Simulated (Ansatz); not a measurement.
Forms of Al₄BSbP₂: one energy to predict

The calculation used DFT PBE, scalar-relativistic, plane waves, PAW (Ansatz). All cells share a 420 eV cutoff and Γ-centred k meshes spaced about 0.3 Å⁻¹ or finer (0.25 for metals, 2π included). No spin polarisation.

Temperature and zero-point effects are left out. Rows are sorted by volume; energies count from the lowest form computed. Coordination counts B, P or Sb atoms around Al (for each partner element, those within 1.25 times its shortest distance or 1.15 times the sum of covalent radii, where it is the nearest in units of that sum or under 1.3). The table shows 5 of 6 forms computed.

```
row    form    source  atoms  coordination  V (Å³/atom)  gap on mesh (eV)  ΔE (meV/atom)
  1   I-42m  invented      8          Al 4         20.9                 0              0
  2  Pmn2_1  invented     16          Al 4         20.9                 0             10
  3   P-42m  invented      8          Al 4         21.0                 0              ?
  4   P-4m2  invented      8          Al 4         21.0                 0             49
  5     I-4  invented      8          Al 4         21.0                 0             58
```

The cell of row 3:

```
Al B Sb P
1.0
     5.32672    0.00000    0.00000
     0.00000    5.32672    0.00000
     0.00000    0.00000    5.90777
Al B Sb P
4 1 1 2
Direct
  0.21093 0.78907 0.74264
  0.78907 0.21093 0.74264
  0.78907 0.78907 0.25736
  0.21093 0.21093 0.25736
  0.00000 0.00000 0.00000
  0.50000 0.50000 0.00000
  0.00000 0.50000 0.50000
  0.50000 0.00000 0.50000
```

Q: How far above the lowest form does the open row lie?

A: 40 meV/atom, which puts it above row 2 and below row 4. Counting B, P or Sb atoms around Al, row 3 and the lowest form (row 1) both have Al 4.

An observed structure of this formula, if there is one, may be missing.

For metals, differences of a few meV/atom aren't resolved. These runs have no spin–orbit coupling, which can matter for Sb. Cells relaxed within their symmetry can be saddle points. Some types were kept out of the candidates beforehand, so the set may lack a known form.
